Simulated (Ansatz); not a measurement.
A distorted cell of CsPbCl3 (cubic perovskite):

```xyz
5
Lattice="5.7357 0.0000 0.0000 0.0000 5.7357 0.0000 0.0000 0.0000 5.7357" Properties=species:S:1:pos:R:3 pbc="T T T"
Cs     0.0000     0.0000     0.0000
Pb     2.8678     2.8678     3.0828
Cl     0.0000     2.8678     2.8678
Cl     2.8678     2.8678     0.0000
Cl     2.8678     0.0000     2.8678
```

Calculation: PBE (plane waves to 420 eV, PAW, scalar-relativistic; Ansatz, an electronic-structure program). k mesh 5×5×5 (Γ-centred), Fermi-Dirac smearing 0.05 eV. Energies are smeared free energies. Stress and pressure are positive under compression. CsPbCl3 was relaxed with its symmetry unable to fall. Spin-orbit coupling is left out, though Pb is heavy. The PAW data are Ansatz's earlier set. This is a high-temperature form of CsPbCl3.

**Question.** Predict the force on every atom, in eV/Å.

**Answer.** 
```
atom     Fx     Fy      Fz
----  -----  -----  ------
Cs1   0.000  0.000   0.049
Pb2   0.000  0.000  -0.555
Cl3   0.000  0.000   0.054
Cl4   0.000  0.000   0.398
Cl5   0.000  0.000   0.054
```

**Question.** What is the stress tensor (GPa)?

**Answer.** 
```
   0.02     0.00     0.00
   0.00     0.02     0.00
   0.00     0.00     0.80
```
The pressure, a third of the trace, is 0.28 GPa.

**Question.** In it atom 2 sits (0.000, 0.000, 0.215) Å away from its relaxed site. What is its energy relative to the relaxed cell?

**Answer.** 50 meV/cell.

(For displaced atoms, the force is minus the slope of the energy, and its curvature is a force constant, which sets phonon frequencies.)
